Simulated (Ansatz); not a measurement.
# Structure relaxation, YN

The start is a randomly generated symmetric cell of YN (space group No. 154). Cell shape, volume and atoms are optimised at zero target pressure with r2SCAN (plane waves to 500 eV, PAW, scalar-relativistic; Ansatz, an electronic-structure program). The first steps use a 9×9×5 k-mesh.

Input geometry:
```
CELL_PARAMETERS angstrom
      4.09256     0.00000     0.00000
     -2.04628     3.54426     0.00000
      0.00000     0.00000     7.48528
ATOMIC_POSITIONS crystal
  N  0.24495 0.00000 0.66667
  N  0.00000 0.24495 0.33333
  N  0.75505 0.75505 0.00000
  Y  0.59324 0.00000 0.16667
  Y  0.00000 0.59324 0.83333
  Y  0.40676 0.40676 0.50000
```

- Outcome: The space group goes from P3₂21 (No. 154) to Fm-3m (No. 225); the end is rock salt type, with 2 atoms in the primitive cell
- Energy released: about 1.6 eV/atom
- Band gap at the end: 0.58 eV, indirect (valence top at Γ, conduction bottom at X) (no spin-orbit coupling)
- Optimiser moves: 8

Relaxed structure:

```cif
data_N4Y4
_chemical_formula_sum 'N4 Y4'
_space_group_name_H-M_alt 'Fm-3m'
_space_group_IT_number 225
_space_group_name_Hall '-F 4 2 3'
_cell_length_a 4.89573
_cell_length_b 4.89573
_cell_length_c 4.89573
_cell_angle_alpha 90.000
_cell_angle_beta 90.000
_cell_angle_gamma 90.000
loop_
_atom_site_label
_atom_site_type_symbol
_atom_site_symmetry_multiplicity
_atom_site_Wyckoff_symbol
_atom_site_fract_x
_atom_site_fract_y
_atom_site_fract_z
_atom_site_occupancy
N1 N 4 a 0.00000 0.00000 0.00000 1
Y1 Y 4 b 0.50000 0.50000 0.50000 1
```
(The calculation used a cell of 2 atoms; values per cell refer to that cell.)

Final values are on a 12×12×12 k-mesh of the relaxed cell. The start holds a very short contact (Y–N 1.91 Å). No spin polarisation in the result.

The run could not lose the symmetry of its start; a randomly shaken copy of 4 atoms returns to this structure.
